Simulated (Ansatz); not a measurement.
Here is an unrelaxed guess for SiSe₄.

```cif
data_structure
_symmetry_space_group_name_H-M 'P4/mmm'
_symmetry_Int_Tables_number 123
_cell_length_a 6.2878
_cell_length_b 6.2878
_cell_length_c 3.8687
_cell_angle_alpha 90.000
_cell_angle_beta 90.000
_cell_angle_gamma 90.000
_cell_volume 152.95
loop_
_atom_site_label
_atom_site_type_symbol
_atom_site_symmetry_multiplicity
_atom_site_Wyckoff_symbol
_atom_site_fract_x
_atom_site_fract_y
_atom_site_fract_z
_atom_site_occupancy
Si1 Si 1 a 0.00000 0.00000 0.00000 1
Se1 Se 4 o 0.76554 0.50000 0.50000 1
```

Level of theory: DFT PBE, scalar-relativistic, plane waves, PAW in Ansatz. Cutoff 420 eV; k points 4×4×4 on the computed 5-atom cell (Γ-centred); Gaussian smearing, width 0.10 eV; no spin polarisation.

Formation energies are uncorrected and refer to the elements' standard structures at the same level.

Question: How far from equilibrium is it?

Answer: The pressure is 1.2 GPa (the mean over three directions, positive in compression), the largest force is 0.87 eV/Å, and the energy is +0.87 eV/atom against the elements. The shortest distance is 2.36 Å.

Question: How much does it gain on relaxing, and where does it end?

Answer: Relaxing gains about 0.26 eV/atom (the start's value is from the coarse mesh, so the gain is rough) in 38 ionic steps and ends at +0.62 eV/atom on the finer mesh. The symmetry stays P4/mmm (No. 123). The volume per atom shrinks by 20.1 %, from 30.6 to 24.4 Å³. The shortest distance goes from 2.36 Å (Se–Se) to 2.58 Å (Se–Se). The ratio c/a of the conventional cell changes by a factor of 0.64. Conventional cell: a = 6.778 Å, c = 2.661 Å. Around Si lie 2 Si at 2.66 Å; Se is surrounded by 3 Se at 2.58–2.66 Å and 2 Se at 2.97 Å.

The last run used a 6×6×14 mesh (in the run's order of axes) for its 5-atom cell and Gaussian smearing of 0.10 eV. The reference form of Se is held partly by dispersion forces, which this level lacks. The relaxation can't lower the symmetry of the start. Symmetry constrained the relaxation, so the result can be a saddle point. Another cell of SiSe4 relaxed alike, in I-43m, lies 0.40 eV/atom lower, so this cell isn't the stable form at this level.
